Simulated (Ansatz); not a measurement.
AlGaAs$_{2}$:
```yaml
crystal:
  lattice:
    - [4.01234, 0.00000, 0.00000]
    - [0.00000, 4.01234, 0.00000]
    - [0.00000, 0.00000, 11.33166]
  atoms:
    - { symbol: Ga, position: [0.50000, 0.00000, 0.87528] }
    - { symbol: As, position: [0.00000, 0.00000, 0.00000] }
    - { symbol: Ga, position: [0.00000, 0.50000, 0.12472] }
    - { symbol: As, position: [0.50000, 0.50000, 0.25001] }
    - { symbol: Al, position: [0.50000, 0.00000, 0.37476] }
    - { symbol: As, position: [0.00000, 0.00000, 0.50000] }
    - { symbol: Al, position: [0.00000, 0.50000, 0.62524] }
    - { symbol: As, position: [0.50000, 0.50000, 0.74999] }
```

This is the r²SCAN-relaxed structure. Cartesian axes are those of the cell as given.

Problem. All from r²SCAN (plane waves, PAW; program Ansatz), unless another level is named. Estimate the Young's modulus.

Solution. 115 GPa.

Problem. Predict the piezoelectric stress constants (proper, relaxed ions, C/m²).

Solution. e15 = e31 = -0.15, e24 = e32 = 0.15.

Problem. Next, the elastic constants (relaxed ions, GPa)?

Solution. C11 = 145, C12 = 25.5, C13 = 52.8, C33 = 117, C44 = 59.1, C66 = 32.2.

Space group P-4m2. The start of the workflow was typed in or built on a structure type; neither database checked (COD, Materials Project) lists it. Whether it is the stable phase at ambient conditions was not checked. The r²SCAN relaxation kept the symmetry of its start; its stability against distortions is not shown here.

Potentials: the earlier of the program's two PAW sets.
